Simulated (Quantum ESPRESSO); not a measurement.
# BSi2ON3: one run as intended and one with a planted mistake

A calculation, not a measurement. The program is pw.x of Quantum ESPRESSO 7.5 (plane-wave density functional theory). The cell is made up: 7 atoms on a wurtzite lattice with one site empty, with randomly drawn elements, strain and displacements, not relaxed. PseudoDojo standard norm-conserving files (v0.5 for PBE, v0.4.1 for LDA and PBEsol) set the functional; there is no spin polarisation, spin-orbit coupling or dispersion term, and the masses in the input are unused placeholders.

Intended input:

```
&control calculation='scf', pseudo_dir='./dojo.nc.sr.pbe.v0_5.standard.upf', outdir='./o', disk_io='medium', tprnfor=.true., tstress=.true. /
&system ibrav=0, nat=7, ntyp=4, nbnd=22, ecutwfc=84.00895049, nosym=.true., tot_charge=0,
 occupations='smearing', smearing='fd', degauss=0.0018374661
/
&electrons conv_thr=7.350e-09, electron_maxstep=60, /
ATOMIC_SPECIES
B 1.0 B.upf
N 1.0 N.upf
O 1.0 O.upf
Si 1.0 Si.upf
CELL_PARAMETERS angstrom
2.7653 0.0484 -0.0459
0.0839 4.8781 -0.0178
-0.0749 -0.0168 4.5233
ATOMIC_POSITIONS angstrom
B -0.0018 -0.0077 -0.0132
Si 1.4157 2.4779 -0.0231
Si 0.0666 3.2269 2.3085
O -0.0682 0.0408 1.6326
N 1.4397 2.3925 1.7201
N 1.327 0.7885 3.9737
N -0.0335 3.2452 3.9169
K_POINTS automatic
6 4 4 1 1 1
```

The log is shortened where brackets say so; the opening notice, blank lines, dates and the lines on written files are dropped, and the path of the files is cut. It prints rydbergs, bohrs and kilobars, and counts compression as positive stress. Where no state is partly filled, the Fermi energy that it prints is only some level between the filled and the empty states on the mesh, and need not lie in the true gap.

Log of the intended run:

```
     Program PWSCF v.7.5
     Parallel version (MPI & OpenMP), running on       1 processor cores
     Number of MPI processes:                 1
     Threads/MPI process:                     1
     [start-up lines left out]
     bravais-lattice index     =            0
     lattice parameter (alat)  =       5.2272  a.u.
     unit-cell volume          =     411.5189 (a.u.)^3
     number of atoms/cell      =            7
     number of atomic types    =            4
     number of electrons       =        32.00
     number of Kohn-Sham states=           22
     kinetic-energy cutoff     =      84.0090  Ry
     charge density cutoff     =     336.0358  Ry
     scf convergence threshold =      7.3E-09
     mixing beta               =       0.7000
     number of iterations used =            8  plain     mixing
     Exchange-correlation= PBE
                           (   1   4   3   4   0   0   0)
     [axes and pseudopotential details left out]
   Cartesian axes
     site n.     atom                  positions (alat units)
         1        B      tau(   1) = (  -0.0006507  -0.0027837  -0.0047721  )
         2        Si     tau(   2) = (   0.5118028   0.8958086  -0.0083511  )
         3        Si     tau(   3) = (   0.0240772   1.1665865   0.8345672  )
         4        O      tau(   4) = (  -0.0246556   0.0147500   0.5902163  )
         5        N      tau(   5) = (   0.5204793   0.8649348   0.6218493  )
         6        N      tau(   6) = (   0.4797361   0.2850579   1.4365691  )
         7        N      tau(   7) = (  -0.0121109   1.1732023   1.4160348  )
     number of k points=    48  Fermi-Dirac smearing, width (Ry)=  0.0018
                       cart. coord. in units 2pi/alat
        k(    1) = (   0.0834331   0.0697306   0.0780810), wk =   0.0416667
        k(    2) = (   0.0859625   0.0702451   0.2310056), wk =   0.0416667
     [further k points left out]
     Dense  grid:    42833 G-vectors     FFT dimensions: (  32,  54,  50)
     Estimated max dynamical RAM per process >      49.26 MB
     Initial potential from superposition of free atoms
     starting charge      31.9985, renormalised to      32.0000
     Starting wfcs are   28 randomized atomic wfcs
     total cpu time spent up to now is        4.0 secs
     per-process dynamical memory:    38.9 Mb
     Self-consistent Calculation
     iteration #  1     ecut=    84.01 Ry     beta= 0.70
     Davidson diagonalization with overlap
     ethr =  1.00E-02,  avg # of iterations =  3.3
     total cpu time spent up to now is       14.4 secs
     total energy              =    -117.64241062 Ry
     estimated scf accuracy    <       1.64719076 Ry
     iteration #  2     ecut=    84.01 Ry     beta= 0.70
     Davidson diagonalization with overlap
     ethr =  5.15E-03,  avg # of iterations =  2.5
     total cpu time spent up to now is       23.4 secs
     total energy              =    -117.94416921 Ry
     estimated scf accuracy    <       1.67464758 Ry
     [iterations 3 to 10 left out]
     iteration # 11     ecut=    84.01 Ry     beta= 0.70
     Davidson diagonalization with overlap
     ethr =  3.15E-10,  avg # of iterations =  2.4
     total cpu time spent up to now is       93.1 secs
     total energy              =    -118.31928307 Ry
     estimated scf accuracy    <       0.00000001 Ry
     iteration # 12     ecut=    84.01 Ry     beta= 0.70
     Davidson diagonalization with overlap
     ethr =  3.52E-11,  avg # of iterations =  3.6
     total cpu time spent up to now is      100.8 secs
     End of self-consistent calculation
     [lines on levels left out]
     the Fermi energy is    10.7457 ev
!    total energy              =    -118.31928307 Ry
     estimated scf accuracy    <          5.2E-09 Ry
     smearing contrib. (-TS)   =      -0.00000000 Ry
     internal energy E=F+TS    =    -118.31928307 Ry
     The total energy is F=E-TS. E is the sum of the following terms:
     one-electron contribution =      -2.59096642 Ry
     hartree contribution      =      22.95060524 Ry
     xc contribution           =     -35.93355651 Ry
     ewald contribution        =    -102.74536538 Ry
     convergence has been achieved in  12 iterations
     Forces acting on atoms (cartesian axes, Ry/au):
     atom    1 type  1   force =    -0.01590363    0.15497652    0.08306218
     atom    2 type  4   force =     0.03645841   -0.22651549    0.08381719
     atom    3 type  4   force =    -0.02771169    0.14855484   -0.29787178
     atom    4 type  3   force =     0.02110117   -0.19645692   -0.07109454
     atom    5 type  2   force =     0.01184830    0.08539112   -0.02628849
     atom    6 type  2   force =    -0.00534485   -0.06249537    0.07258569
     atom    7 type  2   force =    -0.02044772    0.09654529    0.15578975
     Total force =     0.545737     Total SCF correction =     0.000096
     Computing stress (Cartesian axis) and pressure
          total   stress  (Ry/bohr**3)                   (kbar)     P=       71.84
   0.00118301  -0.00038015   0.00031181          174.03      -55.92       45.87
  -0.00038015  -0.00152471   0.00037658          -55.92     -224.29       55.40
   0.00031181   0.00037658   0.00180677           45.87       55.40      265.78
     init_run     :      3.79s CPU      3.87s WALL (       1 calls)
     electrons    :     90.21s CPU     96.85s WALL (       1 calls)
     forces       :      1.23s CPU      1.25s WALL (       1 calls)
     stress       :      4.85s CPU      4.89s WALL (       1 calls)
     [timing details left out]
     PWSCF        :   1m40.21s CPU   1m47.08s WALL
     JOB DONE.
```

A second run has one planted mistake: the files are those of another functional. The input lines that differ, file-writing options aside:

```
- &control calculation='scf', pseudo_dir='./dojo.nc.sr.pbe.v0_5.standard.upf', outdir='./o', disk_io='medium', tprnfor=.true., tstress=.true. /
+ &control calculation='scf', pseudo_dir='./dojo.nc.sr.pbesol.v0_4_1.standard.upf', outdir='./o', disk_io='medium', tprnfor=.true., tstress=.true. /
```

Its log:

```
     Program PWSCF v.7.5
     Parallel version (MPI & OpenMP), running on       1 processor cores
     Number of MPI processes:                 1
     Threads/MPI process:                     1
     [start-up lines left out]
     bravais-lattice index     =            0
     lattice parameter (alat)  =       5.2272  a.u.
     unit-cell volume          =     411.5189 (a.u.)^3
     number of atoms/cell      =            7
     number of atomic types    =            4
     number of electrons       =        32.00
     number of Kohn-Sham states=           22
     kinetic-energy cutoff     =      84.0090  Ry
     charge density cutoff     =     336.0358  Ry
     scf convergence threshold =      7.3E-09
     mixing beta               =       0.7000
     number of iterations used =            8  plain     mixing
     Exchange-correlation= PBESOL
                           (   1   4  10   8   0   0   0)
     [axes and pseudopotential details left out]
   Cartesian axes
     site n.     atom                  positions (alat units)
         1        B      tau(   1) = (  -0.0006507  -0.0027837  -0.0047721  )
         2        Si     tau(   2) = (   0.5118028   0.8958086  -0.0083511  )
         3        Si     tau(   3) = (   0.0240772   1.1665865   0.8345672  )
         4        O      tau(   4) = (  -0.0246556   0.0147500   0.5902163  )
         5        N      tau(   5) = (   0.5204793   0.8649348   0.6218493  )
         6        N      tau(   6) = (   0.4797361   0.2850579   1.4365691  )
         7        N      tau(   7) = (  -0.0121109   1.1732023   1.4160348  )
     number of k points=    48  Fermi-Dirac smearing, width (Ry)=  0.0018
                       cart. coord. in units 2pi/alat
        k(    1) = (   0.0834331   0.0697306   0.0780810), wk =   0.0416667
        k(    2) = (   0.0859625   0.0702451   0.2310056), wk =   0.0416667
     [further k points left out]
     Dense  grid:    42833 G-vectors     FFT dimensions: (  32,  54,  50)
     Estimated max dynamical RAM per process >      49.26 MB
     Initial potential from superposition of free atoms
     starting charge      31.9985, renormalised to      32.0000
     Starting wfcs are   28 randomized atomic wfcs
     total cpu time spent up to now is        3.6 secs
     per-process dynamical memory:    38.9 Mb
     Self-consistent Calculation
     iteration #  1     ecut=    84.01 Ry     beta= 0.70
     Davidson diagonalization with overlap
     ethr =  1.00E-02,  avg # of iterations =  3.3
     total cpu time spent up to now is       12.4 secs
     total energy              =    -117.40394615 Ry
     estimated scf accuracy    <       1.56617122 Ry
     iteration #  2     ecut=    84.01 Ry     beta= 0.70
     Davidson diagonalization with overlap
     ethr =  4.89E-03,  avg # of iterations =  2.5
     total cpu time spent up to now is       18.3 secs
     total energy              =    -117.68692699 Ry
     estimated scf accuracy    <       1.63561892 Ry
     [iterations 3 to 10 left out]
     iteration # 11     ecut=    84.01 Ry     beta= 0.70
     Davidson diagonalization with overlap
     ethr =  2.69E-10,  avg # of iterations =  2.3
     total cpu time spent up to now is       80.3 secs
     total energy              =    -118.05405403 Ry
     estimated scf accuracy    <       0.00000001 Ry
     iteration # 12     ecut=    84.01 Ry     beta= 0.70
     Davidson diagonalization with overlap
     ethr =  3.20E-11,  avg # of iterations =  3.5
     total cpu time spent up to now is       87.5 secs
     End of self-consistent calculation
     [lines on levels left out]
     the Fermi energy is    10.6204 ev
!    total energy              =    -118.05405403 Ry
     estimated scf accuracy    <          4.8E-09 Ry
     smearing contrib. (-TS)   =      -0.00000000 Ry
     internal energy E=F+TS    =    -118.05405403 Ry
     The total energy is F=E-TS. E is the sum of the following terms:
     one-electron contribution =      -2.42568170 Ry
     hartree contribution      =      22.66727067 Ry
     xc contribution           =     -35.55027763 Ry
     ewald contribution        =    -102.74536538 Ry
     convergence has been achieved in  12 iterations
     Forces acting on atoms (cartesian axes, Ry/au):
     atom    1 type  1   force =    -0.01519691    0.15242388    0.08360622
     atom    2 type  4   force =     0.03633667   -0.22468654    0.08287298
     atom    3 type  4   force =    -0.02743798    0.14913656   -0.29634978
     atom    4 type  3   force =     0.02061773   -0.19700427   -0.07196217
     atom    5 type  2   force =     0.01195558    0.08503965   -0.02629589
     atom    6 type  2   force =    -0.00569078   -0.06082457    0.07305114
     atom    7 type  2   force =    -0.02058430    0.09591527    0.15507750
     Total force =     0.543291     Total SCF correction =     0.000093
     Computing stress (Cartesian axis) and pressure
          total   stress  (Ry/bohr**3)                   (kbar)     P=       22.78
   0.00085257  -0.00037715   0.00030735          125.42      -55.48       45.21
  -0.00037715  -0.00184360   0.00037593          -55.48     -271.20       55.30
   0.00030735   0.00037593   0.00145566           45.21       55.30      214.14
     init_run     :      3.41s CPU      3.48s WALL (       1 calls)
     electrons    :     74.44s CPU     83.86s WALL (       1 calls)
     forces       :      0.93s CPU      0.95s WALL (       1 calls)
     stress       :      3.97s CPU      4.01s WALL (       1 calls)
     [timing details left out]
     PWSCF        :   1m22.92s CPU   1m32.52s WALL
     JOB DONE.
```

|  | intended run | run with the mistake |
| --- | --- | --- |
| free energy (eV) | -1609.816 | -1606.207 |
| smearing term -TS (eV) | 0.0000 | 0.0000 |
| pressure (GPa) | 7.18 | 2.28 |
| largest force component (eV/Å) | 7.659 | 7.619 |
| largest change of a force component (eV/Å) |  | 0.066 |
| iterations | 12 | 12 |

For scale, a rerun of the intended cell at 1437 eV and a 8 x 6 x 6 mesh moved values by no more than 0.002 eV in energy, 0.03 GPa in stress and 0.004 eV/Å in force. Files of another functional have another zero of energy, so the energy change says nothing on stability.